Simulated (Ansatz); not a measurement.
SrAl2H2:
Space group P-3m1 (No. 164); a = 4.522 Å, b = 4.522 Å, c = 4.767 Å, α = 90.00°, β = 90.00°, γ = 120.00°

```csv
atom,site,symmetry,x,y,z
H,2d,3m.,0.3333,0.6667,0.1029
Al,2d,3m.,0.3333,0.6667,0.4592
Sr,1a,-3m.,0.0000,0.0000,0.0000
```

Relaxed at zero pressure with DFT-r²SCAN in the program Ansatz with PAW potentials.

Q: The volume is lowered by 3 % and shape and atoms relax at that volume. What pressure results, and how do the axes share the change?

A: 1.3 GPa; a -0.6 %, b -0.6 %, c -1.8 %; the energy rises by 2 meV/atom.

Q: Give the new structure.

A: 
Space group P-3m1 (No. 164); a = b = 4.4943 Å, c = 4.6812 Å, α = β = 90.00°, γ = 120.00°

```csv
atom,site,symmetry,x,y,z
H,2d,3m.,0.3333,0.6667,0.0975
Al,2d,3m.,0.3333,0.6667,0.4596
Sr,1a,-3m.,0.0000,0.0000,0.0000
```

The phase is kept; no other phase was compared at this pressure.

The workflow started from an entry of the Crystallography Open Database (COD). Whether it is the stable phase at ambient conditions was not checked. The cell was relaxed with r²SCAN under the symmetry of its start; its stability against distortions is not shown here.

Potentials: the later of the program's two PAW sets.
